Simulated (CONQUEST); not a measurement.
A self-consistent single point of SiC (F-43m, 8 atoms in the cell; from Materials Project mp-8062, changed as shown).

```xyz
8
Lattice="4.2651 0.0000 0.0000 0.0000 4.2651 0.0000 0.0000 0.0000 4.2651" Properties=species:S:1:pos:R:3 pbc="T T T"
Si     1.0663     1.0663     3.1988
Si     1.0663     3.1988     1.0663
Si     3.1988     1.0663     1.0663
Si     3.1988     3.1988     3.1988
C      0.0000     0.0000     0.0000
C      0.0000     2.1326     2.1326
C      2.1326     0.0000     2.1326
C      2.1326     2.1326     0.0000
```

Computed with PBE, numerical atomic orbitals double-zeta with polarisation (the shipped basis), PseudoDojo norm-conserving potentials made for PBE (CONQUEST 1.3).

CONQUEST settings:

| setting | value |
|---|---|
| basis | DZP |
| Diag.MPMeshX, Y, Z | 4 4 4 |
| potentials | PseudoDojo norm-conserving PBE |
| Grid.GridCutoff | 140 Ha |
| DM.SolutionMethod | diagon |
| Diag.SmearingType | 1 |
| Diag.kT | 0.000735 Ha |
| Diag.GammaCentred | true |
| Diag.MPOrder | 0 |
| minE.SCTolerance | 1.0e-06 |
| SC.MaxIters | 100 |
| SC.LinearMixingFactor | 0.3 |
| AtomMove.TypeOfRun | static |

Results:

| Quantity | Value |
|---|---|
| Number of valence electrons | 32 |
| Number of bands | 104 |
| Number of k-points after the program's reduction | 51 |
| Size of the basis | 104 |
| Number of SCF iterations | 7 |
| FFT grid | 48 × 48 × 48 |
| Free energy E − TS | -1115.9371 eV |
| Top of the valence band (on the code's own zero) | -7.38 eV |
| Gap on the k-point mesh | 1.26 eV |
| Pressure | 22.12 GPa |

Stress (GPa, positive for compression):
```
22.12   0.00   0.00
 0.00  22.12   0.00
 0.00   0.00  22.12
```

The gap is read on the k-point mesh of the run and can differ from the gap over the whole zone at this level.

For comparison: a first run was changed to give this one (volume scaled by 0.94), and from it to this one the free energy goes up by 54.4 meV/atom, the pressure goes from 6.46 to 22.12 GPa and the gap on the mesh goes from 1.315 to 1.259 eV.

The program uses no crystal symmetry, so grid and mesh can part values that symmetry would make equal. The atom-centred basis is finite, which shifts total energies, pressures and gaps against plane waves. The structure comes from a collection of computed structures, made at another level of theory; the collection holds predicted forms beside known ones. At this pressure the cell is far from its equilibrium volume at this level.

Cost on one core: about 50 core-seconds (a rough figure).
